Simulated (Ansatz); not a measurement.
A distorted cell of ZnS (wurtzite):

```xyz
4
Lattice="3.9535 0.0000 0.0000 -1.9767 3.4238 0.0000 0.0000 0.0000 5.9647" Properties=species:S:1:pos:R:3 pbc="T T T"
Zn     1.9767     1.1413     5.9638
Zn     0.0000     2.2825     2.9815
S      1.9767     1.1413     3.7300
S      0.0000     2.2825     0.7477
```

The numbers are results of PBE (plane waves to 420 eV, PAW, scalar-relativistic; Ansatz, a quantum-chemistry and plane-wave program), not measurements. k mesh 10×10×5 (Γ-centred), Fermi-Dirac smearing 0.05 eV. E stands for the smeared free energy. Stress and pressure are positive under compression. As the atoms are clamped, bonds stretch with the cell, which overstates energies and stresses. ZnS was relaxed with its symmetry unable to fall.

### Question
What is the stress tensor (GPa)?

### Answer
```
   -3.1      0.0      0.0
    0.0     -3.1      0.0
    0.0      0.0      9.1
```
The pressure, a third of the trace, is 1.0 GPa.

### Question
It is the relaxed cell deformed to V/V₀ = 1.000, (c/a)/(c/a)₀ = 0.920, c along z, fractional positions held. What is its energy relative to the relaxed cell?

### Answer
41.1 meV/atom.

(Under strain, the slope of the energy per volume gives the stress and its curvature an elastic modulus.)
